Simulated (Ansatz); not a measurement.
ZrCu:
```xyz
8
Lattice="3.2855 4.1134 0.0000 -3.2855 4.1134 0.0000 -1.1849 0.0000 5.1405" Properties=species:S:1:pos:R:3 pbc="T T T"
Zr     2.6709     4.1134     0.0497
Zr    -1.7475     4.1134     5.0320
Zr    -0.4013     6.4051     3.0318
Zr    -0.4013     1.8217     3.0318
Cu     0.8862     4.1134     2.3219
Cu    -1.8111     4.1134     2.2457
Cu     1.1198     2.0532     0.7680
Cu     1.1198     6.1736     0.7680
```

Relaxed with r²SCAN.

### Question
Give the Bader charges and basin volumes of the independent atoms, the program Ansatz at the r²SCAN level (PAW).

### Answer


| atom | Bader charge (e) | Bader volume (Å³) |
|---|---|---|
| Zr1 | +1.18 | 16.7 |
| Zr2 | +1.26 | 16.1 |
| Zr3 | +1.25 | 16.3 |
| Cu5 | -1.22 | 18.4 |
| Cu6 | -1.26 | 18.1 |
| Cu7 | -1.23 | 18.5 |

Space group Cm. The workflow started from a Materials Project entry (that database holds measured and hypothetical structures alike); the Crystallography Open Database copy checked does not list it. Its standing as an ambient phase is unchecked. The r²SCAN relaxation kept the symmetry of its start; its stability against distortions is not shown here. The run is not spin-polarised.

Potentials: the earlier of the program's two PAW sets. The files were generated under PBE; for other functionals the program regenerates the frozen cores, and for LDA and PBEsol the local potential too.
